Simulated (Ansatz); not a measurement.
## Trial structures of La₂HfO₂: starts and ends

Method: Ansatz 0.2.0, DFT PBE, scalar-relativistic, plane waves, PAW. All cells share a 420 eV cutoff and Γ-centred k meshes spaced at most about 0.3 Å⁻¹ (about 0.25 or finer for metals, 2π included). No spin polarisation in the final relaxations.

Each guess was relaxed in cell and atoms at zero pressure, within the symmetry of its start. All energies are static (0 K, no zero-point motion). Coordination counts O atoms around Hf and La (those within 1.25 times the shortest such distance or 1.15 times the sum of covalent radii; a plus sign parts nearer from farther groups; the shortest distance is added where it is long for a bond).

```csv
guess,made from,start group,V start (Å³/atom),end group,V end (Å³/atom),coordination at the end,gap on mesh (eV),E over the lowest end (meV/atom)
1,random cell,P-6m2,23.8,?,?,?,?,?
2,Cs2PtC2 type,P-3m1,20.0,P-3m1,25.1,"La 3, Hf 2",0,49
3,random cell,P6/mmm,20.3,P6/mmm,23.5,"La 2, Hf 6 from 3.2 Å",0,1135
4,Nd2CdCu2 type,Cmmm,21.5,Cmmm,22.9,"La 4, Hf 2",0,0
5,MgAl2Ge2 type,P-3m1,22.5,P-3m1,24.2,"La 3+1, Hf 6 from 4.4 Å",0,261
6,GdSi2Os2 type,I4/mmm,19.2,I4/mmm,24.5,"La 4, Hf 2",0,216
```

Guess 1 as it starts:

Space group P-6m2 (No. 187). a = 3.996 Å, b = 3.996 Å, c = 8.607 Å, α = 90.00°, β = 90.00°, γ = 120.00°
| atom | site | symmetry | x | y | z |
| --- | --- | --- | --- | --- | --- |
| La | 2i | 3m. | 0.6667 | 0.3333 | 0.7892 |
| Hf | 1a | -6m2 | 0.0000 | 0.0000 | 0.0000 |
| O | 2g | 3m. | 0.0000 | 0.0000 | 0.6894 |

Q: Fill in the missing row: what does this guess relax into, and where does it rank?

A: It ends in space group P-6m2 (No. 187), with a = 3.972 Å, c = 9.209 Å, 25.2 Å³/atom and no gap. It lies 64 meV/atom over the lowest end, above guess 2 and below guess 6. Counting O atoms around Hf and La, this end has La 3, Hf 2 and the lowest (guess 4) has La 4, Hf 2.

```cif
data_structure
_symmetry_space_group_name_H-M 'P-6m2'
_symmetry_Int_Tables_number 187
_cell_length_a 3.9724
_cell_length_b 3.9724
_cell_length_c 9.2087
_cell_angle_alpha 90.000
_cell_angle_beta 90.000
_cell_angle_gamma 120.000
_cell_volume 125.85
loop_
_atom_site_label
_atom_site_type_symbol
_atom_site_symmetry_multiplicity
_atom_site_Wyckoff_symbol
_atom_site_fract_x
_atom_site_fract_y
_atom_site_fract_z
_atom_site_occupancy
La1 La 2 i 0.66667 0.33333 0.70321 1
Hf1 Hf 1 a 0.00000 0.00000 0.00000 1
O1 O 2 g 0.00000 0.00000 0.77640 1
```

Energies over the elements count from the elements' standard structures at the same level (O₂ as a molecule), with no fitted energy shifts.

Q: Is the lowest end bound against the elements?

A: Yes: its formation energy is −2.04 eV/atom. A negative formation energy is needed for stability but isn't enough: competing phases decide.

These runs have no spin–orbit coupling, which can matter for Hf. A magnetic state wasn't ruled out in cells without spin, among them P-3m1 at 24.2 Å³/atom. Cells relaxed within their symmetry can be saddle points. A lower structure may well exist outside this small set. Some candidate types were left out of the draw beforehand, so a known form may be missing.
